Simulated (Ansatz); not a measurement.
The start is a randomly generated symmetric cell of Ta (space group No. 129). The cell and all atomic positions are relaxed at zero pressure with PBEsol (plane waves to 420 eV, PAW, scalar-relativistic; Ansatz, a program for electronic structure). The first steps use a coarse 10×10×10 k-mesh.

The start:
```yaml
crystal:
  lattice:
    - [3.43268, 0.00000, 0.00000]
    - [0.00000, 3.43268, 0.00000]
    - [0.00000, 0.00000, 3.21364]
  atoms:
    - { symbol: Ta, position: [0.50000, 0.00000, 0.82032] }
    - { symbol: Ta, position: [0.00000, 0.50000, 0.17968] }
```

**Question.** How large is the pressure on the unrelaxed cell, and of which sign?

**Answer.** -4.0 GPa (negative: the cell is under tension).

**Question.** What is the largest force in the starting geometry, and on which atom (counted from 1)?

**Answer.** 2.60 eV/Å, on Ta1, Ta2 (atoms numbered as listed).

**Question.** By how much does the energy per atom fall from start to end?

**Answer.** 0.38 eV/atom.

**Question.** How do the shortest distances between atoms change?

**Answer.** The closest pairs of elements (up to four, under 3.6 Å), start → end: Ta–Ta 2.69 → 2.84 Å.

**Question.** What band gap does the relaxed structure have at this level?

**Answer.** No gap (metallic).

**Question.** What does it relax into? Give the structure.

**Answer.** 
```cif
data_Ta2
_chemical_formula_sum 'Ta2'
_space_group_name_H-M_alt 'Im-3m'
_space_group_IT_number 229
_space_group_name_Hall '-I 4 2 3'
_cell_length_a 3.28194
_cell_length_b 3.28194
_cell_length_c 3.28194
_cell_angle_alpha 90.000
_cell_angle_beta 90.000
_cell_angle_gamma 90.000
loop_
_atom_site_label
_atom_site_type_symbol
_atom_site_symmetry_multiplicity
_atom_site_Wyckoff_symbol
_atom_site_fract_x
_atom_site_fract_y
_atom_site_fract_z
_atom_site_occupancy
Ta1 Ta 2 a 0.00000 0.00000 0.00000 1
```
(The calculation used a cell of 1 atom; values per cell refer to that cell.)

Final values are on a 20×20×20 k-mesh of the relaxed cell. No spin polarisation in the result.

The run could not lose the symmetry of its start.
